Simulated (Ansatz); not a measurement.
Here is the system:

BiPd:
```
BiPd
1.0
    4.21855     0.00000     0.00000
   -2.10927     3.65337     0.00000
    0.00000     0.00000     5.58651
Bi Pd
2 2
Direct
  0.33333   0.66667   0.25000
  0.66667   0.33333   0.75000
  0.00000   0.00000   0.50000
  0.00000   0.00000   0.00000
```

This is the LDA-relaxed structure.

Problem. All from DFT-LDA in the program Ansatz with PAW potentials, unless another level is named. Predict the density of states at the Fermi level.

Solution. 0.51 states/eV per atom (mean over ±0.08 eV).

Problem. And the formation energy from the elements (no fitted shifts)?

Solution. -0.33 eV/atom.

Space group P6_3/mmc (NiAs type). The workflow started from a Materials Project entry (that database holds measured and hypothetical structures alike); the Crystallography Open Database files this formula in space group No. 194, but the cells were not matched. Its standing as an ambient phase is unchecked. Symmetry was held in the LDA relaxation; of distortions, only those at the zone centre were tested. No spin polarisation was allowed. The references are the lowest solids computed at this level, not always the standard phases. Spin–orbit coupling is left out wherever it is not named.

Potentials: the later of the program's two PAW sets.
